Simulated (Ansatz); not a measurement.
# Calculated 17O nuclear quadrupole resonance for Ta2SnO7

Cell: a structure deposited in the COD whose atoms were relaxed with PBE, the cell held.

```
Ta Sn O
1.0
     8.57000   -2.43250    0.00000
     8.57000    2.43250    0.00000
    -0.09683    0.00000    5.54716
Ta Sn O
4 2 14
Cartesian
  11.3761 -1.2657 3.7808
  5.6187 -1.2657 4.5399
  5.6671 1.2657 1.7663
  11.4245 1.2657 1.0073
  8.5458 -1.4695 1.3868
  8.4974 1.4695 4.1604
  8.4974 -0.4396 4.1604
  8.5458 0.4396 1.3868
  9.8879 -2.3340 2.8599
  7.1069 -2.3340 5.4608
  7.1553 2.3340 2.6872
  9.9363 2.3340 0.0864
  11.0651 0.1511 2.4492
  6.0264 0.1511 0.3243
  5.9780 -0.1511 3.0979
  11.0167 -0.1511 5.2228
  3.7788 0.3494 1.8862
  13.3128 0.3494 0.8874
  13.2643 -0.3494 3.6609
  3.7304 -0.3494 4.6598
```

Atom numbers follow the list; atoms alike are taken as one site, whose name carries the number of the first.

The numbers come from a DFT calculation in Ansatz (r2SCAN, plane waves and PAW, scalar-relativistic, 500 eV cutoff, Γ-centred 5×5×5 k-points, Fermi–Dirac smearing 0.02 eV).

17O: I = 5/2, Q = -25.58 mb (year-2017 value). Static lattice, zero field.

Q: Predict the zero-field 17O lines of each site.

A: For I = 5/2 and η = 0 the lines are 3|C_Q|/20 and twice that; η pulls their ratio below 2.

```json
{"site": "O7", "atoms": "7, 8", "V_zz (10²¹ V/m²)": "15.59", "C_Q (MHz)": "-9.65", "η": "0.26", "line frequencies (MHz)": "1.55, 2.85"}
{"site": "O9", "atoms": "9, 10, 11, 12", "V_zz (10²¹ V/m²)": "-6.64", "C_Q (MHz)": "4.11", "η": "0.23", "line frequencies (MHz)": "0.650, 1.22"}
{"site": "O13", "atoms": "13, 14, 15, 16", "V_zz (10²¹ V/m²)": "3.45", "C_Q (MHz)": "-2.14", "η": "0.23", "line frequencies (MHz)": "0.338, 0.634"}
{"site": "O17", "atoms": "17, 18, 19, 20", "V_zz (10²¹ V/m²)": "-4.67", "C_Q (MHz)": "2.89", "η": "0.50", "line frequencies (MHz)": "0.537, 0.830"}
```

At O9 and O17 V_zz stands upright on the plane through its three neighbours (within 12°) in each case. At O7 V_zz points along its bond to Sn (within 1°). At O13 V_zz points along the line of its two bonds (within 3°).

At this cell the r2SCAN pressure is -9 GPa, so with r2SCAN the cell would shrink if it were relaxed. The entry's cell may itself be off. The largest force is 0.4 eV/Å, so the atoms aren't at the calculated equilibrium and relaxing them would move these values. Without spin–orbit coupling the gradients at and beside Ta can be off by some per cent, at some sites by more. The database positions were far from equilibrium, so the relaxed structure may not be the compound's real one.

Hardware: 2 threads of Arm Neoverse V2 (aarch64; 28 cores open to the job, memory cap 5.0 GiB, no GPU), a shared host with a load of 0.9 a core. Wall time 1.7 min, CPU time 3.3 min, peak memory 2 GiB.
